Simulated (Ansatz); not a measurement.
ScAl3 (Cu3Au type)

```
ScAl3
1.0
    4.10550     0.00000     0.00000
    0.00000     4.10550     0.00000
    0.00000     0.00000     4.10550
Al Sc
3 1
Direct
  0.00000   0.50000   0.50000
  0.50000   0.50000   0.00000
  0.50000   0.00000   0.50000
  0.00000   0.00000   0.00000
```

The slice is a {110} plane (indices of the conventional cell) through the point (0.500, 0.500, 0.000) (fractional), spanned by u = [100] and v = [011] in vectors of this cell: u (4.11 Å) and v (5.81 Å, at 90° to u). It covers one period; positions are fractions (u, v).

Method: PBE (plane waves to 420 eV, PAW, scalar-relativistic; Ansatz, an electronic-structure program). k mesh 11×11×11. These are valence fields of a PAW run, semicore shells included where kept as valence: close to a nucleus they are smooth pseudo fields. ScAl3 is run without spin polarisation. ScAl3 was relaxed with its symmetry unable to fall.

Three fields on this plane, each scaled to ten steps between its own extremes (0 low, 9 high; the total valence density on a logarithmic scale, the potential cut 8 eV below its top; x marks points blanked near nuclei; v = 0 in the bottom row):

Map A
```
|xxxxx97420002479xxxx|
|xxxxx97421012479xxxx|
|xxxx9864321234689xxx|
|xxx997643323346799xx|
|99997655444445567999|
|99877655555555567789|
|88876555555555556788|
|99877655555555567789|
|99997655444445567999|
|xxx997643323346799xx|
|xxxx9864321234689xxx|
|xxxxx97421012479xxxx|
|xxxxx97420002479xxxx|
|xxxxx97420002479xxxx|
|xxxxx97420002479xxxx|
|xxxxx97421012479xxxx|
|xxxx9864321234689xxx|
|xxx997643323346799xx|
|99997655444445567999|
|99877655555555567789|
|88876555555555556788|
|99877655555555567789|
|99997655444445567999|
|xxx997643323346799xx|
|xxxx9864321234689xxx|
|xxxxx97421012479xxxx|
|xxxxx97420002479xxxx|
|xxxxx97420002479xxxx|
```

Map B
```
|xxxxx98642224689xxxx|
|xxxxx98642224689xxxx|
|xxxx9986321236899xxx|
|xxx998753111357899xx|
|99998764210124678999|
|99988753100013578899|
|99987653100013567899|
|99988753100013578899|
|99998764210124678999|
|xxx998753111357899xx|
|xxxx9986321236899xxx|
|xxxxx98642224689xxxx|
|xxxxx98642224689xxxx|
|xxxxx98642224689xxxx|
|xxxxx98642224689xxxx|
|xxxxx98642224689xxxx|
|xxxx9986321236899xxx|
|xxx998753111357899xx|
|99998764210124678999|
|99988753100013578899|
|99987653100013567899|
|99988753100013578899|
|99998764210124678999|
|xxx998753111357899xx|
|xxxx9986321236899xxx|
|xxxxx98642224689xxxx|
|xxxxx98642224689xxxx|
|xxxxx98642224689xxxx|
```

Map C
```
|xxxxx05799999750xxxx|
|xxxxx15789998751xxxx|
|xxxx0367888887630xxx|
|xxx025677666776520xx|
|00135676655566765310|
|44567776544456777654|
|56677776544456777766|
|44567776544456777654|
|00135676655566765310|
|xxx025677666776520xx|
|xxxx0367888887630xxx|
|xxxxx15789998751xxxx|
|xxxxx05799999750xxxx|
|xxxxx04799999740xxxx|
|xxxxx05799999750xxxx|
|xxxxx15789998751xxxx|
|xxxx0367888887630xxx|
|xxx025677666776520xx|
|00135676655566765310|
|44567776544456777654|
|56677776544456777766|
|44567776544456777654|
|00135676655566765310|
|xxx025677666776520xx|
|xxxx0367888887630xxx|
|xxxxx15789998751xxxx|
|xxxxx05799999750xxxx|
|xxxxx04799999740xxxx|
```

Task: Assign the maps to these fields: electron localisation function (ELF); valence electron density; electrostatic potential energy of an electron, from the cell's mean.

Result: A is the valence electron density; B is the electron localisation function (ELF); C is the electrostatic potential energy of an electron, from the cell's mean.
